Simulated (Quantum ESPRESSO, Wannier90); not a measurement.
Wannier functions of HgS (zinc blende)

```
begin unit_cell_cart
ang
    0.0000000000    2.9696650000    2.9696650000
    2.9696650000    0.0000000000    2.9696650000
    2.9696650000    2.9696650000    0.0000000000
end unit_cell_cart
begin atoms_frac
Hg   0.0000000000  0.0000000000  0.0000000000
S   -0.2500000000 -0.2500000000 -0.2500000000
end atoms_frac
```

Structure: Materials Project mp-1123, symmetrised, not relaxed again. COD (Crystallography Open Database) has the formula in 4 space groups, this one among them (matched by group alone). Level: LDA, no spin polarisation, no spin-orbit coupling; pw.x of Quantum ESPRESSO at 48 Ry with PseudoDojo potentials, 10×10×10 k-points, Wannier90. Density: 10×10×10 mesh, cold smearing 0.01 Ry. Spin-orbit coupling is left out although heavy elements are present.

A tight-binding model is made by disentanglement and projection with no localisation steps (num_iter = 0), so the 13 orbitals stay atom-like: hydrogen-like Hg: s;p;d; S: s;p, axes along x, y, z; frozen window up to 1.50 eV relative to the Fermi level. It follows pw.x to 1.1 meV rms for states up to 1.0 eV relative to the Fermi level. Matrix elements depend on this choice of orbitals and windows.

Q: Which pairs of orbitals on different sites are coupled most strongly? Give distance, modulus and how many such pairs a cell has.

A: 
```csv
orbital,orbital,distance of the centres (Å),modulus (eV),pairs
Hg pz,S px,2.57,1.17,4
Hg py,S pz,2.57,1.17,4
Hg pz,S py,2.57,1.17,4
Hg px,S py,2.57,1.17,4
Hg px,S pz,2.57,1.17,4
Hg py,S px,2.57,1.17,4
Hg s,S pz,2.57,1.12,4
Hg s,S py,2.57,1.12,4
Hg s,S px,2.57,1.12,4
Hg pz,S s,2.57,1.08,4
Hg py,S s,2.57,1.08,4
Hg px,S s,2.57,1.08,4
Hg s,S s,2.57,1.03,4
Hg dxy,S s,2.57,0.58,4
Hg dxz,S s,2.57,0.58,4
Hg dyz,S s,2.57,0.58,4
Hg dxy,S pz,2.57,0.56,4
Hg dxz,S py,2.57,0.56,4
Hg dyz,S px,2.57,0.56,4
Hg px,Hg px,4.20,0.38,2
Hg py,Hg py,4.20,0.38,2
Hg pz,Hg pz,4.20,0.37,2
Hg dz2,S pz,2.57,0.31,4
Hg dx2-y2,S py,2.57,0.27,4
Hg dx2-y2,S px,2.57,0.27,4
Hg pz,S pz,2.57,0.27,4
Hg py,S py,2.57,0.27,4
Hg px,S px,2.57,0.27,4
Hg dxy,S px,2.57,0.26,4
Hg dxz,S pz,2.57,0.26,4
```
